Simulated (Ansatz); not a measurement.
**Property card for SiGeO3**

SiGeO3:
```cif
data_GeO3Si
_chemical_formula_sum 'Si1 Ge1 O3'
_space_group_name_H-M_alt 'P 1'
_space_group_IT_number 1
_cell_length_a 3.38929
_cell_length_b 3.38929
_cell_length_c 4.28237
_cell_angle_alpha 90.000
_cell_angle_beta 90.000
_cell_angle_gamma 90.000
loop_
_space_group_symop_operation_xyz
  'x, y, z'
loop_
_atom_site_label
_atom_site_type_symbol
_atom_site_fract_x
_atom_site_fract_y
_atom_site_fract_z
_atom_site_occupancy
Si1 Si 0.50000 0.50000 0.60093 1
Ge1 Ge 0.00000 0.00000 0.14622 1
O1 O 0.00000 0.50000 0.48276 1
O2 O 0.50000 0.00000 0.48276 1
O3 O 0.50000 0.50000 0.97753 1
```

Space group P4mm (No. 99); conventional cell a = b = 3.3893 Å, c = 4.2824 Å, α = β = γ = 90.00°.

Method: DFT-LDA in the program Ansatz with PAW potentials. The cell and atoms are relaxed at this level. Other levels are named where they apply.

**Cell and energy**

- Volume per atom = 9.84 Å³
- Density = 5.02 g/cm³
- Formation energy from the elements (no fitted shifts) = -1.99 eV/atom

**Electronic structure**

- Band gap = 1.63 eV (indirect)
- Valence-band maximum = at X
- Conduction-band minimum = at Z
- Smallest direct gap on the standard path = 2.43 eV
- Electron effective mass = 0.32, 0.46, 0.46 mₑ (principal values)
- Hole effective mass = 0.25, 0.49, 1.9 mₑ (principal values)

**Dielectric response**

* **Electronic dielectric constant ε∞ (DFPT)**: 5.86 (xx = yy), 4.99 (zz)
* **Born charges (a third of the trace)**: Si +4.05, Ge +3.75, O -2.72 to -2.54 e
* **Largest static χ(2) component**: 9.7 pm/V

**Phonons**

- Highest zone-centre frequency (without LO–TO term) = 26.68 THz
- Zone-centre stability = unstable, softest mode 100i cm⁻¹
- Dynamical stability on the path = unstable, down to 182i cm⁻¹

The start of the workflow was typed in or built on a structure type; neither database checked (COD, Materials Project) lists it. Whether it is the stable phase at ambient conditions was not checked. The LDA relaxation kept the symmetry of its start. A crystal of weakly bound units computed without a dispersion correction: the cell and the soft elastic constants depend strongly on that. The references are the lowest solids computed at this level, not always the standard phases (solids in place of the gases). Scalar-relativistic: spin–orbit coupling is off unless named, which matters more the heavier the elements.

Potentials: the later of the program's two PAW sets.
